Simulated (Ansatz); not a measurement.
In DFT-PBEsol in the program Ansatz with PAW potentials, Al in the tetragonal phase (I4/mcm; Al on 8h) relaxes to a = 8.125 Å, c = 2.740 Å.

Electronic character: metallic (no gap).

An equation-of-state fit gives a bulk modulus of 52.5 GPa. The highest mode at Γ lies at 362 cm^-1.

The start of the workflow was typed in or built on a structure type; neither database checked (COD, Materials Project) lists it. It is not the phase usual at ambient conditions (space group No. 225). The cell was relaxed with PBEsol under the symmetry of its start; of distortions, only those at the zone centre were tested. As this level gives no gap, phonon frequencies hold no LO–TO term and depend on the k-mesh and smearing (Fermi–Dirac, 0.1 eV here). Axis ratios of metals converge slowly with the k-mesh, so a and c are less sure than the volume.

Potentials: the later of the program's two PAW sets.
